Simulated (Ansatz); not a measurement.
Rb2YAgF6:
```yaml
crystal:
  lattice:
    - [0.00000, 4.55255, 4.55255]
    - [4.55255, 0.00000, 4.55255]
    - [4.55255, 4.55255, 0.00000]
  atoms:
    - { symbol: Rb, position: [0.75000, 0.75000, 0.75000] }
    - { symbol: Rb, position: [0.25000, 0.25000, 0.25000] }
    - { symbol: Y, position: [0.50000, 0.50000, 0.50000] }
    - { symbol: Ag, position: [0.00000, 0.00000, 0.00000] }
    - { symbol: F, position: [0.73654, 0.26346, 0.26346] }
    - { symbol: F, position: [0.26346, 0.73654, 0.73654] }
    - { symbol: F, position: [0.26346, 0.73654, 0.26346] }
    - { symbol: F, position: [0.73654, 0.26346, 0.73654] }
    - { symbol: F, position: [0.26346, 0.26346, 0.73654] }
    - { symbol: F, position: [0.73654, 0.73654, 0.26346] }
```

Relaxed with r²SCAN. 

### Question
HSE06 on this cell (Ansatz, a first-principles code, PAW) gives a gap of 4.74 eV. What does r²SCAN give?

### Answer
3.33 eV.

Cost on shared cores: the r²SCAN run (SCF on a 5×5×5 mesh, then bands and DOS) very roughly 2.8 core-minutes, the HSE06 run (SCF on 3×3×3, then a few points) very roughly 5 core-minutes; the tasks are unlike.

Space group Fm-3m. The first step of the workflow began from a Materials Project structure, measured or hypothetical; the Crystallography Open Database copy checked does not list it. Whether it is the stable phase at ambient conditions was not checked. The r²SCAN relaxation kept the symmetry of its start; whether a distortion lowers the energy is not shown. The run is not spin-polarised. Scalar-relativistic: spin–orbit coupling is off unless named, which matters more the heavier the elements.

Potentials: the later of the program's two PAW sets.

Ansatz is a plane-wave DFT program.
